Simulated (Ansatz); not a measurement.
Relaxed-ion elastic tensor of RuC (CsCl type, Pm-3m) in GPa (Voigt order), plane-wave PAW PBEsol (Ansatz code); density 10.28 g/cm³, 9.13 Å³ per atom.

|  | 1 | 2 | 3 | 4 | 5 | 6 |
|---|---|---|---|---|---|---|
| 1 | 875 | 132 | 132 | 0.0 | 0.0 | 0.0 |
| 2 | 132 | 875 | 132 | 0.0 | 0.0 | 0.0 |
| 3 | 132 | 132 | 875 | 0.0 | 0.0 | 0.0 |
| 4 | 0.0 | 0.0 | 0.0 | -31.2 | 0.0 | 0.0 |
| 5 | 0.0 | 0.0 | 0.0 | 0.0 | -31.2 | 0.0 |
| 6 | 0.0 | 0.0 | 0.0 | 0.0 | 0.0 | -31.2 |

Q: Is the crystal mechanically stable?

A: No: the smallest eigenvalue of C is -31.2 GPa.

A made-up cell: these elements were put on the sites of a structure type; neither database checked (COD, Materials Project) lists it. Whether it is the stable phase at ambient conditions was not checked. Symmetry was held in the PBEsol relaxation. At this level the phase is dynamically unstable (imaginary phonons). No spin polarisation was allowed. As this level gives no gap, shear constants depend on the k-mesh and smearing (Fermi–Dirac, 0.1 eV here).

Potentials: the earlier of the program's two PAW sets. The files were generated under PBE; for other functionals the program regenerates the frozen cores, and for LDA and PBEsol the local potential too.
